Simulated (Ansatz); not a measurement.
LaZnSbO:
```cif
data_La2O2Sb2Zn2
_chemical_formula_sum 'La2 Zn2 Sb2 O2'
_space_group_name_H-M_alt 'P 1'
_space_group_IT_number 1
_cell_length_a 4.22791
_cell_length_b 4.22791
_cell_length_c 9.60202
_cell_angle_alpha 90.000
_cell_angle_beta 90.000
_cell_angle_gamma 90.000
loop_
_space_group_symop_operation_xyz
  'x, y, z'
loop_
_atom_site_label
_atom_site_type_symbol
_atom_site_fract_x
_atom_site_fract_y
_atom_site_fract_z
_atom_site_occupancy
La1 La 0.00000 0.50000 0.87964 1
La2 La 0.50000 0.00000 0.12036 1
Zn1 Zn 0.00000 0.00000 0.50000 1
Zn2 Zn 0.50000 0.50000 0.50000 1
Sb1 Sb 0.50000 0.00000 0.67745 1
Sb2 Sb 0.00000 0.50000 0.32255 1
O1 O 0.50000 0.50000 0.00000 1
O2 O 0.00000 0.00000 0.00000 1
```

Relaxed with r²SCAN.

Task: Which orbitals make up the states near the band edges in the program Ansatz at the r²SCAN level (PAW)?

Result: Top 1 eV of the valence band: Sb 5p 78 %, La 5d 8 %. Bottom 1 eV of the conduction band: Zn 4s 51 %, La 5d 17 %, Sb 5p 10 %, La 4f 6 %, outside the projected shells 11 %. Projections are on Löwdin-orthogonalised atomic valence shells; empty p or d shells of many metals are not among them.

Task: Tabulate the density of states.

Result: States/eV per cell of 8 atoms, in 0.25 eV bins, energy from the valence-band maximum.

```tsv
E (eV)	total	La 4f	Zn 3d	O 2p
-7.85	38.39	0.00	37.13	0.01
-7.60	26.60	0.00	25.56	0.01
-7.35	4.50	0.00	3.81	0.01
-7.10	0.00	0.00	0.00	0.00
-6.85	0.00	0.00	0.00	0.00
-6.60	0.00	0.00	0.00	0.00
-6.35	0.00	0.00	0.00	0.00
-6.10	0.00	0.00	0.00	0.00
-5.85	0.11	0.00	0.00	0.04
-5.60	0.56	0.00	0.01	0.23
-5.35	6.40	0.04	0.18	1.52
-5.10	7.54	0.06	0.21	2.60
-4.85	8.95	0.11	0.10	5.17
-4.60	12.69	0.22	0.09	8.11
-4.35	8.54	0.23	0.08	5.24
-4.10	5.24	0.16	0.04	3.22
-3.85	6.12	0.21	0.04	3.69
-3.60	5.89	0.27	0.01	4.54
-3.35	2.73	0.07	0.01	1.15
-3.10	1.81	0.02	0.02	0.27
-2.85	1.62	0.02	0.02	0.11
-2.60	2.39	0.04	0.04	0.16
-2.35	3.10	0.05	0.05	0.19
-2.10	5.07	0.10	0.10	0.31
-1.85	4.14	0.08	0.09	0.21
-1.60	3.29	0.07	0.07	0.14
-1.35	3.48	0.09	0.08	0.17
-1.10	1.87	0.05	0.04	0.09
-0.85	1.43	0.04	0.04	0.05
-0.60	1.42	0.04	0.04	0.04
-0.35	1.13	0.04	0.03	0.03
-0.10	0.49	0.02	0.01	0.02
0.15	0.00	0.00	0.00	0.00
0.40	0.06	0.00	0.00	0.00
0.65	0.15	0.01	0.00	0.00
0.90	0.23	0.02	0.00	0.00
1.15	0.95	0.06	0.00	0.01
1.40	3.35	0.34	0.01	0.09
1.65	7.80	1.69	0.02	0.17
1.90	9.06	2.83	0.02	0.16
2.15	6.95	3.27	0.01	0.08
2.40	20.70	16.66	0.01	0.12
2.65	43.34	39.70	0.01	0.16
```

Space group P4/nmm. The workflow started from a Materials Project entry (that database holds measured and hypothetical structures alike); the Crystallography Open Database copy checked does not list it. Whether it is the stable phase at ambient conditions was not checked. The r²SCAN relaxation kept the symmetry of its start. At this level the phase is mechanically unstable. Scalar-relativistic: spin–orbit coupling is off unless named, which matters more the heavier the elements.

Potentials: the later of the program's two PAW sets.
